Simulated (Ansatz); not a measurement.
Relaxed-ion elastic tensor of CsCaH3 (cubic perovskite, Pm-3m) in GPa (Voigt order), LDA (plane waves, PAW; program Ansatz); density 3.28 g/cm³, 17.84 Å³ per atom.

|  | 1 | 2 | 3 | 4 | 5 | 6 |
|---|---|---|---|---|---|---|
| 1 | 61.8 | 11.6 | 11.6 | 0.0 | 0.0 | 0.0 |
| 2 | 11.6 | 61.8 | 11.6 | 0.0 | 0.0 | 0.0 |
| 3 | 11.6 | 11.6 | 61.8 | 0.0 | 0.0 | 0.0 |
| 4 | 0.0 | 0.0 | 0.0 | 21.0 | 0.0 | 0.0 |
| 5 | 0.0 | 0.0 | 0.0 | 0.0 | 21.0 | 0.0 |
| 6 | 0.0 | 0.0 | 0.0 | 0.0 | 0.0 | 21.0 |

Q: Is the crystal mechanically stable?

A: Yes: the smallest eigenvalue of C is 21.0 GPa.

Q: Work out the Voigt, Reuss and Hill averages.

A: K_V = 28.3, K_R = 28.3, K_H = 28.3; G_V = 22.6, G_R = 22.5, G_H = 22.6 GPa.

Q: Give Young's modulus, Poisson's ratio, Pugh's ratio and the universal anisotropy index.

A: E = 9KG/(3K + G) = 53.5 GPa; ν = 0.19; K/G = 1.26 (brittle by the Pugh limit of 1.75); A_U = 5G_V/G_R + K_V/K_R − 6 = 0.04.

Q: Estimate the sound speeds and the Debye temperature.

A: v_l = √((K + 4G/3)/ρ) = 4220 m/s, v_t = √(G/ρ) = 2620 m/s, mean 2890 m/s; Θ = (h/k)(3n/4πV)^(1/3) v_m = 330 K.

Q: Give the Zener ratio and Young's modulus along [100], [110] and [111].

A: A = 2C44/(C11 − C12) = 0.84; 1/E = S11 − 2(S11 − S12 − S44/2)Γ with Γ = 0, 1/4, 1/3 gives 58.2, 52.2, 50.5 GPa.

The first step of the workflow began from a Materials Project structure, measured or hypothetical; the Crystallography Open Database copy checked does not list it. Its standing as an ambient phase is unchecked. The cell was relaxed with LDA under the symmetry of its start; phonons on a q-mesh show no instability. Scalar-relativistic: spin–orbit coupling is off unless named, which matters more the heavier the elements.

Potentials: the later of the program's two PAW sets.
